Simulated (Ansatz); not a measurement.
CaF2:
```yaml
crystal:
  lattice:
    - [3.47263, 0.00000, 0.00000]
    - [0.00000, 4.12562, 0.00000]
    - [0.00000, 0.00000, 5.89515]
  atoms:
    - { symbol: Ca, position: [0.00000, 0.14442, 0.70228] }
    - { symbol: Ca, position: [0.00000, 0.85558, 0.20228] }
    - { symbol: F, position: [0.50000, 0.08983, 0.97977] }
    - { symbol: F, position: [0.50000, 0.91017, 0.47977] }
    - { symbol: F, position: [0.00000, 0.63292, 0.85095] }
    - { symbol: F, position: [0.00000, 0.36708, 0.35095] }
```

Relaxed with r²SCAN.

Task: Give the Bader charges and basin volumes of the independent atoms, the program Ansatz at the r²SCAN level (PAW).

Result: 

| atom | Bader charge (e) | Bader volume (Å³) |
|---|---|---|
| Ca1 | +1.67 | 11.8 |
| F3 | -0.84 | 15.0 |
| F5 | -0.83 | 15.4 |

Space group Pmc2_1. The workflow started from a Materials Project entry (that database holds measured and hypothetical structures alike); the Crystallography Open Database copy checked does not list it. It is not the phase usual at ambient conditions (space group No. 225). Symmetry was held in the r²SCAN relaxation; whether a distortion lowers the energy is not shown.

Potentials: the later of the program's two PAW sets.
